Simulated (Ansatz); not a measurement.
Given:

OsN2:
```cif
data_N2Os
_chemical_formula_sum 'Os1 N2'
_space_group_name_H-M_alt 'P 1'
_space_group_IT_number 1
_cell_length_a 2.76368
_cell_length_b 2.76368
_cell_length_c 4.89187
_cell_angle_alpha 90.000
_cell_angle_beta 90.000
_cell_angle_gamma 120.000
loop_
_space_group_symop_operation_xyz
  'x, y, z'
loop_
_atom_site_label
_atom_site_type_symbol
_atom_site_fract_x
_atom_site_fract_y
_atom_site_fract_z
_atom_site_occupancy
Os1 Os 0.00000 0.00000 0.00000 1
N1 N 0.00000 0.00000 0.38342 1
N2 N 0.00000 0.00000 0.61658 1
```

This is the LDA-relaxed structure.

All from the program Ansatz at the LDA level (PAW), unless another level is named. Predict the electronic character.

metallic (no gap).

What about the density of states at the Fermi level?

0.33 states/eV per atom (mean over ±0.08 eV).

And the formation energy from the elements (no fitted shifts)?

3.9 kJ/mol-atom.

Space group P6/mmm. The first step of the workflow began from a Materials Project structure, measured or hypothetical; the Crystallography Open Database copy checked does not list it. Whether it is the stable phase at ambient conditions was not checked. The cell was relaxed with LDA under the symmetry of its start; its stability against distortions is not shown here. The run is not spin-polarised. The references are the lowest solids computed at this level, not always the standard phases (solids in place of the gases). Spin–orbit coupling is left out wherever it is not named.

Potentials: the later of the program's two PAW sets.
